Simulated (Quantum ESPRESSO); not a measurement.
# Rh4Ru2VCu: input and log of a self-consistent run

Computed values, not a measurement. The program is pw.x of Quantum ESPRESSO 7.5 (plane-wave density functional theory). The cell is made up: eight metal atoms on a face-centred cubic lattice, with elements, volume, strain and displacements drawn at random and not relaxed, so it may be unstable or far from any real phase. PseudoDojo standard norm-conserving files set the functional (PBE unless stated); there is no spin polarisation or spin-orbit coupling, the Fermi-Dirac width of 0.25 eV means electrons at about 2900 K, and the masses in the input are unused placeholders. The copper pseudopotential is less sure than most, with forces differing by about three percent and pressure by about two GPa from a second method on plain copper. A spin test at this wide smearing found no moment, but such smearing suppresses magnetism that the real alloy may have.

Input:

```
&control calculation='scf', pseudo_dir='./dojo.nc.sr.pbe.v0_5.standard.upf', outdir='./o', disk_io='minimal', tprnfor=.true., tstress=.true. /
&system ibrav=0, nat=8, ntyp=4, nbnd=83, ecutwfc=92.02030273, nosym=.true., tot_charge=0,
 occupations='smearing', smearing='fd', degauss=0.0183746611
/
&electrons conv_thr=1.470e-08, electron_maxstep=70, mixing_beta=0.5 /
ATOMIC_SPECIES
Cu 1.0 Cu.upf
Rh 1.0 Rh.upf
Ru 1.0 Ru.upf
V 1.0 V.upf
CELL_PARAMETERS angstrom
1.9828 3.8882 1.9179
0.0553 3.8357 -3.7862
-3.8203 3.8039 0.0234
ATOMIC_POSITIONS angstrom
Rh -0.051 -0.0181 0.0146
Ru -1.8869 1.8657 -0.0192
Rh 0.0409 2.0221 -1.9989
Rh -1.9638 3.857 -1.9231
Rh -0.1291 3.9664 0.1222
Ru -1.8768 5.7383 -0.0855
V 0.017 5.7443 -1.8836
Cu -1.8471 7.6022 -1.7301
K_POINTS automatic
5 5 5 1 1 1
```

The log is shortened where brackets say so; the opening notice, blank lines, dates and the lines on written files are dropped, and the path of the files is cut. It prints rydbergs, bohrs and kilobars, and counts compression as positive stress. Its total energy is the free energy E - TS of the whole cell.

```
     Program PWSCF v.7.5
     Parallel version (MPI & OpenMP), running on       4 processor cores
     Number of MPI processes:                 4
     Threads/MPI process:                     1
     [start-up lines left out]
     bravais-lattice index     =            0
     lattice parameter (alat)  =       9.0090  a.u.
     unit-cell volume          =     765.7866 (a.u.)^3
     number of atoms/cell      =            8
     number of atomic types    =            4
     number of electrons       =       132.00
     number of Kohn-Sham states=           83
     kinetic-energy cutoff     =      92.0203  Ry
     charge density cutoff     =     368.0812  Ry
     scf convergence threshold =      1.5E-08
     mixing beta               =       0.5000
     number of iterations used =            8  plain     mixing
     Exchange-correlation= PBE
                           (   1   4   3   4   0   0   0)
     [axes and pseudopotential details left out]
   Cartesian axes
     site n.     atom                  positions (alat units)
         1        Rh     tau(   1) = (  -0.0106977  -0.0037966   0.0030625  )
         2        Ru     tau(   2) = (  -0.3957937   0.3913468  -0.0040274  )
         3        Rh     tau(   3) = (   0.0085791   0.4241531  -0.4192867  )
         4        Rh     tau(   4) = (  -0.4119242   0.8090393  -0.4033870  )
         5        Rh     tau(   5) = (  -0.0270798   0.8319870   0.0256325  )
         6        Ru     tau(   6) = (  -0.3936751   1.2036584  -0.0179344  )
         7        V      tau(   7) = (   0.0035659   1.2049170  -0.3951015  )
         8        Cu     tau(   8) = (  -0.3874453   1.5946277  -0.3629035  )
     number of k points=    63  Fermi-Dirac smearing, width (Ry)=  0.0184
                       cart. coord. in units 2pi/alat
        k(    1) = (  -0.0016023   0.1237233  -0.0005973), wk =   0.0320000
        k(    2) = (  -0.1871085   0.1876929   0.0614992), wk =   0.0320000
     [further k points left out]
     Dense  grid:    91309 G-vectors     FFT dimensions: (  60,  64,  64)
     Estimated max dynamical RAM per process >     399.48 MB
     Estimated total dynamical RAM >       1.50 GB
     Initial potential from superposition of free atoms
     starting charge     131.9946, renormalised to     132.0000
     Starting wfcs are   80 randomized atomic wfcs +    3 random wfcs
     total cpu time spent up to now is        6.1 secs
     per-process dynamical memory:   330.8 Mb
     Self-consistent Calculation
     iteration #  1     ecut=    92.02 Ry     beta= 0.50
     Davidson diagonalization with overlap
     ethr =  1.00E-02,  avg # of iterations =  3.0
     total cpu time spent up to now is       22.9 secs
     total energy              =   -1863.78213661 Ry
     estimated scf accuracy    <       8.99761565 Ry
     iteration #  2     ecut=    92.02 Ry     beta= 0.50
     Davidson diagonalization with overlap
     ethr =  6.82E-03,  avg # of iterations =  3.0
     total cpu time spent up to now is       40.4 secs
     total energy              =   -1869.33965797 Ry
     estimated scf accuracy    <      21.91755505 Ry
     iteration #  3     ecut=    92.02 Ry     beta= 0.50
     Davidson diagonalization with overlap
     ethr =  6.82E-03,  avg # of iterations =  3.8
     total cpu time spent up to now is       55.9 secs
     total energy              =   -1869.89828572 Ry
     estimated scf accuracy    <       8.28480248 Ry
     iteration #  4     ecut=    92.02 Ry     beta= 0.50
     Davidson diagonalization with overlap
     ethr =  6.28E-03,  avg # of iterations =  1.5
     total cpu time spent up to now is       69.3 secs
     total energy              =   -1869.70126338 Ry
     estimated scf accuracy    <       4.58783458 Ry
     iteration #  5     ecut=    92.02 Ry     beta= 0.50
     Davidson diagonalization with overlap
     ethr =  3.48E-03,  avg # of iterations =  2.8
     total cpu time spent up to now is       83.5 secs
     total energy              =   -1869.45727573 Ry
     estimated scf accuracy    <       2.24665253 Ry
     [iterations 6 to 17 left out]
     iteration # 18     ecut=    92.02 Ry     beta= 0.50
     Davidson diagonalization with overlap
     ethr =  1.70E-09,  avg # of iterations =  2.0
     total cpu time spent up to now is      263.0 secs
     total energy              =   -1869.51741528 Ry
     estimated scf accuracy    <       0.00000990 Ry
     iteration # 19     ecut=    92.02 Ry     beta= 0.50
     Davidson diagonalization with overlap
     ethr =  1.70E-09,  avg # of iterations =  1.9
     total cpu time spent up to now is      276.5 secs
     total energy              =   -1869.51741592 Ry
     estimated scf accuracy    <       0.00000065 Ry
     iteration # 20     ecut=    92.02 Ry     beta= 0.50
     Davidson diagonalization with overlap
     ethr =  4.90E-10,  avg # of iterations =  1.0
     total cpu time spent up to now is      288.8 secs
     total energy              =   -1869.51741597 Ry
     estimated scf accuracy    <       0.00000003 Ry
     iteration # 21     ecut=    92.02 Ry     beta= 0.50
     Davidson diagonalization with overlap
     ethr =  2.31E-11,  avg # of iterations =  2.0
     total cpu time spent up to now is      303.2 secs
     total energy              =   -1869.51741597 Ry
     estimated scf accuracy    <       0.00000005 Ry
     iteration # 22     ecut=    92.02 Ry     beta= 0.50
     Davidson diagonalization with overlap
     ethr =  2.31E-11,  avg # of iterations =  1.1
     total cpu time spent up to now is      315.8 secs
     End of self-consistent calculation
     [lines on levels left out]
!    total energy              =   -1869.51741597 Ry
     estimated scf accuracy    <          9.0E-09 Ry
     smearing contrib. (-TS)   =      -0.15182471 Ry
     internal energy E=F+TS    =   -1869.36559126 Ry
     The total energy is F=E-TS. E is the sum of the following terms:
     one-electron contribution =    -581.18731958 Ry
     hartree contribution      =     377.20976333 Ry
     xc contribution           =    -288.91289266 Ry
     ewald contribution        =   -1376.47514235 Ry
     convergence has been achieved in  22 iterations
     Forces acting on atoms (cartesian axes, Ry/au):
     atom    1 type  2   force =     0.01027692    0.02202560   -0.03079649
     atom    2 type  3   force =    -0.00776820    0.04178256    0.01028209
     atom    3 type  2   force =    -0.02206150   -0.03681880    0.02960122
     atom    4 type  2   force =     0.01443074   -0.01851105    0.01306897
     atom    5 type  2   force =     0.04644490   -0.05568341   -0.02476302
     atom    6 type  3   force =    -0.01774805    0.01475264    0.04319944
     atom    7 type  4   force =    -0.00301354    0.00170910   -0.00672109
     atom    8 type  1   force =    -0.02056127    0.03074337   -0.03387112
     Total force =     0.133167     Total SCF correction =     0.000179
     Computing stress (Cartesian axis) and pressure
          total   stress  (Ry/bohr**3)                   (kbar)     P=      -28.40
  -0.00035811  -0.00040546   0.00000359          -52.68      -59.65        0.53
  -0.00040546  -0.00000448  -0.00016819          -59.65       -0.66      -24.74
   0.00000359  -0.00016819  -0.00021665            0.53      -24.74      -31.87
     init_run     :      5.66s CPU      5.90s WALL (       1 calls)
     electrons    :    301.56s CPU    309.81s WALL (       1 calls)
     forces       :      2.12s CPU      2.12s WALL (       1 calls)
     stress       :      7.07s CPU      7.07s WALL (       1 calls)
     [timing details left out]
     PWSCF        :   5m16.56s CPU   5m25.13s WALL
     JOB DONE.
```

In other units: free energy -25436.080 eV for the cell, pressure -2.84 GPa, largest force component 1.432 eV/Å in size. The run took 327 s of wall time with four MPI processes on a shared machine (Intel Xeon, 2023 or later, virtual cores), so the time is rough. A rerun of this cell at a higher cutoff and on a denser mesh moved values by no more than 0.009 eV in energy, 0.05 GPa in stress and 0.011 eV/Å in force, and a second program with other atomic files agreed on that cell to 2 % rms in force and 0.5 GPa in pressure.